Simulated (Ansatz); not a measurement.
RbMnSe₂ (I-4m2); total moment held at 2.4 μB.

```xyz
4
Lattice="-2.0218 2.0218 7.0671 2.0218 -2.0218 7.0671 2.0218 2.0218 -7.0671" Properties=species:S:1:pos:R:3 pbc="T T T"
Rb    0.0000    0.0000    0.0000
Mn    2.0218    0.0000    3.5335
Se    0.0000    0.0000    9.2237
Se    0.0000    0.0000    4.9105
```

Geometry: a structure from the Materials Project; nothing is relaxed.

Settings: PBEsol, 10×10×10 k mesh, Fermi–Dirac smearing of 0.05 eV. PAW means Ansatz 0.2.0 on its default frozen-core files. Site moments are integrated in spheres about the atoms. Start moments (μB): Mn2 2.4.

The self-consistent cycle went as follows.

| iteration | Harris–Foulkes energy less the last (meV) | density residual (eV) | M (μB) | ∫|m| (μB) |
| --- | --- | --- | --- | --- |
| 1 | -4088.747 | 5.5e+01 | 2.4000 | 2.4140 |
| 2 | -3174.457 | 2.9e+01 | 2.4000 | 2.4942 |
| 3 | -631.416 | 3.3e+00 | 2.4000 | 2.6278 |
| 4 | -330.958 | 1.7e+00 | 2.4000 | 2.9041 |
| 5 | -75.431 | 3.7e-01 | 2.4000 | 3.0140 |
| 6 | -29.547 | 1.1e-01 | 2.4000 | 3.0426 |
| 7 | -9.556 | 8.4e-02 | 2.4000 | 3.0618 |
| 8 | -0.174 | 1.1e-02 | 2.4000 | 3.0488 |
| 9 | 0.045 | 7.1e-03 | 2.4000 | 3.0375 |
| 10 | -0.060 | 5.0e-04 | 2.4000 | 3.0017 |
| 11 | -0.016 | 1.7e-05 | 2.4000 | 2.9968 |
| 12 | 0.005 | 1.3e-05 | 2.4000 | 2.9956 |
| 13 | 0.001 | 1.3e-06 | 2.4000 | 2.9948 |
| 14 | 0.000 | 4.6e-07 | 2.4000 | 2.9946 |
| 15 | 0.000 | 8.1e-08 | 2.4000 | 2.9947 |
| 16 | 0.000 | 7.7e-09 | 2.4000 | 2.9947 |

Site moments (μB): Rb1 0.00, Mn2 2.44, Se3 -0.10, Se4 -0.10. Cell moment 2.40 μB.

The PAW files were made with PBE; the program remakes their cores once for the run's functional and then keeps them frozen. The Ansatz runs typed with the search for lower states off end where their start leads. The magnetic state is the one that this cell and start allow. It needn't be the compound's measured order, which may need a larger cell or be absent.
